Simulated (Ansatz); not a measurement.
Sb2TeO2 in space group I4/mmm (No. 139; Sb on 4e, O on 4d, Te on 2a) at seven volumes, the program Ansatz at the r²SCAN level (PAW), shape and atoms relaxed at each. One row is withheld.

```json
[
 {"V (Å³/atom)": "17.011", "P (GPa)": "9.34"},
 {"V (Å³/atom)": "17.571", "P (GPa)": "5.75"},
 {"V (Å³/atom)": "18.132", "P (GPa)": "2.65"},
 {"V (Å³/atom)": "18.693", "P (GPa)": "0.00"},
 {"V (Å³/atom)": "19.254", "P (GPa)": "-2.22"},
 {"V (Å³/atom)": "19.814", "P (GPa)": "?"},
 {"V (Å³/atom)": "20.375", "P (GPa)": "-5.67"}
]
```

Q: Fit the shown pressures and predict the withheld one.

A: Third-order Birch–Murnaghan: P = (3/2)B₀(x^(7/2) − x^(5/2))[1 + (3/4)(B′ − 4)(x − 1)] with x = (V₀/V)^(2/3). Least squares on the six rows gives V₀ = 18.697 Å³/atom, B₀ = 80.10 GPa, B′ = 4.47. At V = 19.814, x = 0.9621 and P = -4.08 GPa. The run itself gave -4.08 GPa.

A made-up cell: these elements were put on the sites of a structure type; neither database checked (COD, Materials Project) lists it. Whether it is the stable phase at ambient conditions was not checked. The cell was relaxed with r²SCAN under the symmetry of its start; its stability against distortions is not shown here. Scalar-relativistic: spin–orbit coupling is off unless named, which matters more the heavier the elements.

Potentials: the earlier of the program's two PAW sets. The files were generated under PBE; for other functionals the program regenerates the frozen cores, and for LDA and PBEsol the local potential too.
